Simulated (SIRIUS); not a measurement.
**Sensitivity of a calculation on NbP (I4_1md, 4 atoms in the cell; from Materials Project mp-9339) to its settings**

```
NbP
1.0
   -1.67492     1.67492     5.74011
    1.67492    -1.67492     5.74011
    1.67492     1.67492    -5.74011
Nb P
2 2
Direct
  0.74988   0.74988   0.00000
  0.49988   0.99988   0.50000
  0.33275   0.33275   0.00000
  0.08275   0.58275   0.50000
```

Base run A: PBE, PseudoDojo 0.5 standard norm-conserving PBE (tails mended) pseudopotentials in SIRIUS 7.12.0, self-consistent single point.

Its settings: parameters.ngridk = 8 8 8; parameters.xc_functionals = [XC_GGA_X_PBE, XC_GGA_C_PBE]; parameters.gk_cutoff = 9.055 1/bohr; parameters.pw_cutoff = 18.111 1/bohr; parameters.smearing = gaussian; parameters.smearing_width = 0.00183747 Ha; potentials = PseudoDojo 0.5 standard norm-conserving PBE (tails mended) pseudopotentials; parameters.electronic_structure_method = pseudopotential; parameters.num_bands = 22; parameters.num_mag_dims = 0; parameters.num_dft_iter = 100; parameters.energy_tol = 1e-07 Ha; parameters.density_tol = 1e-06; mixer.type = broyden2; mixer.beta = 0.3; mixer.use_hartree = true.

The structure comes from a collection of computed structures, made at another level of theory; the collection holds predicted forms beside known ones. No clean gap shows at this smearing width and mesh (spacing up to 0.33 Å⁻¹); the mesh is coarse for partly filled bands, so the values carry mesh errors.

ΔF is the free energy per atom less that of run A. 

| run | change | ΔF (meV/atom) | pressure (GPa) | largest force (eV/Å) | k-points | rough cost (cheapest run = 1) |
|---|---|---|---|---|---|---|
| A | base | 0.00 | -0.96 | 0.021 | 59 | 4 |
| B | parameters.smearing_width: 0.00183747 Ha → 0.0055124 Ha | -1.14 | -0.96 | 0.017 | 59 | 4 |
| C | parameters.ngridk: 8 8 8 → 6 6 6; parameters.shiftk: default → 1 1 1 | 6.3 | -0.77 | 0.016 | 28 | 2 |
| D | parameters.gk_cutoff: 9.055 1/bohr → 5.727 1/bohr; parameters.pw_cutoff: 18.111 1/bohr → 11.455 1/bohr | 2362.3 | -55.08 | 0.030 | 59 | 1 |
| E | parameters.ngridk: 8 8 8 → 6 6 6; parameters.smearing_width: 0.00183747 Ha → 0.00367493 Ha | 4.4 | -0.83 | 0.018 | 30 | 2 |
| F | parameters.energy_tol: 1e-07 Ha → 3.7e-08 Ha; parameters.density_tol: 1e-06 → 1 | 0.00 | -0.93 | 0.021 | 59 | 3 |
| G | parameters.num_dft_iter: 100 → 200; mixer.beta: 0.3 → 0.2 | 0.00 | -0.96 | 0.021 | 59 | 4 |
| H | parameters.num_dft_iter: 100 → 200; mixer.max_history: default → 2 | 0.00 | -0.96 | 0.021 | 59 | 4 |
| I | parameters.energy_tol: 1e-07 Ha → 1e-05 Ha; parameters.density_tol: 1e-06 → 1e-05 | 0.00 | -0.96 | 0.021 | 59 | 3 |

Run F against A: The free energy hardly moves (within 1 meV/atom), the pressure hardly changes (-0.96 to -0.93 GPa) and the largest force stays at 0.021 eV/Å.

Run C against A: The free energy goes up by 6.3 meV/atom, the pressure goes from -0.96 to -0.77 GPa and the largest force goes from 0.021 to 0.016 eV/Å.

Run D against A: The free energy goes up by 2.36 eV/atom, the pressure goes from -0.96 to -55.08 GPa and the largest force goes from 0.021 to 0.030 eV/Å.

Small differences between rows can be mesh errors.

At a cut-down plane-wave cutoff the stress holds a Pulay term: a spurious tension from the incomplete basis, which lowers the pressure; energies, forces and gaps of such rows are unconverged too.

“Tails mended”: in these copies of the files the far tail of each local potential was reset to the Coulomb form.
